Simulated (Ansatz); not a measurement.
Relaxed-ion elastic tensor of HfSiO$_{4}$ in space group I4_1/amd (No. 141; Hf on 4a, Si on 4b, O on 16h) in GPa (Voigt order), plane-wave PAW r²SCAN (Ansatz code); density 6.95 g/cm³, 10.78 Å³ per atom.

```json
[
 {"": "1", "1": "447", "2": "69.0", "3": "156", "4": "0.0", "5": "0.0", "6": "0.0"},
 {"": "2", "1": "69.0", "2": "447", "3": "156", "4": "0.0", "5": "0.0", "6": "0.0"},
 {"": "3", "1": "156", "2": "156", "3": "501", "4": "0.0", "5": "0.0", "6": "0.0"},
 {"": "4", "1": "0.0", "2": "0.0", "3": "0.0", "4": "116", "5": "0.0", "6": "0.0"},
 {"": "5", "1": "0.0", "2": "0.0", "3": "0.0", "4": "0.0", "5": "116", "6": "0.0"},
 {"": "6", "1": "0.0", "2": "0.0", "3": "0.0", "4": "0.0", "5": "0.0", "6": "53.5"}
]
```

Problem. Is the crystal mechanically stable?

Solution. Yes: the smallest eigenvalue of C is 53.5 GPa.

Problem. Work out the Voigt, Reuss and Hill averages.

Solution. K_V = 240, K_R = 235, K_H = 237; G_V = 125, G_R = 104, G_H = 114 GPa.

Problem. Give Young's modulus, Poisson's ratio, Pugh's ratio and the universal anisotropy index.

Solution. E = 9KG/(3K + G) = 296 GPa; ν = 0.29; K/G = 2.07 (ductile by the Pugh limit of 1.75); A_U = 5G_V/G_R + K_V/K_R − 6 = 1.02.

Problem. Estimate the sound speeds and the Debye temperature.

Solution. v_l = √((K + 4G/3)/ρ) = 7490 m/s, v_t = √(G/ρ) = 4060 m/s, mean 4530 m/s; Θ = (h/k)(3n/4πV)^(1/3) v_m = 610 K.

Problem. Solve the Christoffel equation for the three sound speeds along x, y, z.

Solution. Eigenvalues of C_ijkl n_j n_l equal ρv². In km/s, slowest first: x 2.77, 4.09, 8.02; y 2.77, 4.09, 8.02; z 4.09, 4.09, 8.49.

Problem. How much does each axis shrink under pressure?

Solution. Linear compressibilities β_i = Σ_j S_ij (j = 1 to 3): x 1.6, y 1.6, z 0.97 per TPa.

The r²SCAN relaxation kept the symmetry of its start. The run is not spin-polarised. Spin–orbit coupling is left out wherever it is not named.

Potentials: the later of the program's two PAW sets.
